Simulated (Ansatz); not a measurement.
Geometry optimisation in Ansatz: input, command and trajectory.

```yaml
crystal:
  lattice:
    - [3.5298404839, -2.0379087095, 0.0011436131]
    - [3.5298404839, 2.0379087095, 0.0011436131]
    - [-0.0016823442, 0.0, 4.9674989847]
  atoms:
    - { symbol: Te, position: [0.6665427818, 0.6665427818, 0.2910692726] }
    - { symbol: Te, position: [0.3334572182, 0.3334572182, 0.7089307274] }
    - { symbol: Au, position: [0.0, 0.0, 0.0] }
basis:
  ecutwfc: 420
kpoints:
  mp_grid: { grid: [12, 12, 8] }
hamiltonian:
  xc: pbesol
scf:
  occupations: { method: gaussian, width: 0.1 }
output:
  forces: true
  stress: true
  eigenvalues: true
relax:
  adjacent_minimum: "off"
  f_tol: 0.01
  max_steps: 30
  cell: { stress_tol: 0.1, fix: [volume] }
```

```bash
ansatz run input.yaml --threads 1 --pin off --max-ram 2560MiB --backend cpu --events-out ev --progress --plain --runs-dir out
```

These are results of DFT PBEsol, scalar-relativistic, plane waves, PAW (Ansatz 0.2.0), not measurements.

The volume is held at 0.94 times that of the relaxed cell.

Of 4 frames 3 are shown, positions in Å and forces in eV/Å; the SCF threshold varies from step to step. Steps run on the plane waves of an earlier cell, with a Pulay correction in the pressure. The basis is chosen afresh for the last frame, the zero of the energies, and at times for earlier ones too; energy and pressure step there, also at an unchanged geometry. The mark taken_back stands on steps that the optimiser undid.

```xyz
3
Lattice="3.5298 -2.0379 0.0011 3.5298 2.0379 0.0011 -0.0017 0.0000 4.9675" Properties=species:S:1:pos:R:3:forces:R:3 pbc="T T T" step=1 free_energy_over_end_meV_per_atom=0.43 pressure_GPa=6.00
Te    4.7051    0.0000    1.4474    0.0019    0.0000    0.1205
Te    2.3529    0.0000    3.5224   -0.0019    0.0000   -0.1205
Au    0.0000    0.0000    0.0000    0.0000    0.0000    0.0000
3
Lattice="3.5362 -2.0416 0.0011 3.5362 2.0416 0.0011 -0.0018 0.0000 4.9497" Properties=species:S:1:pos:R:3:forces:R:3 pbc="T T T" step=2 free_energy_over_end_meV_per_atom=2.92 pressure_GPa=5.46 taken_back
Te    4.7140    0.0000    1.4767    0.0006    0.0000   -0.3383
Te    2.3565    0.0000    3.4751   -0.0006    0.0000    0.3383
Au    0.0000    0.0000    0.0000    0.0000    0.0000    0.0000
3
Lattice="3.5348 -2.0408 0.0011 3.5348 2.0408 0.0011 -0.0017 0.0000 4.9535" Properties=species:S:1:pos:R:3:forces:R:3 pbc="T T T" step=4 free_energy_over_end_meV_per_atom=0.00 pressure_GPa=5.82
Te    4.7120    0.0000    1.4521    0.0013    0.0000   -0.0014
Te    2.3559    0.0000    3.5036   -0.0013    0.0000    0.0014
Au    0.0000    0.0000    0.0000    0.0000    0.0000    0.0000
```

The run took 2.6 min on 1 thread of Arm Neoverse V1 (shared host), peak memory 0.75 GiB.

Spin–orbit coupling is left out, which can shift energies with elements as heavy as these.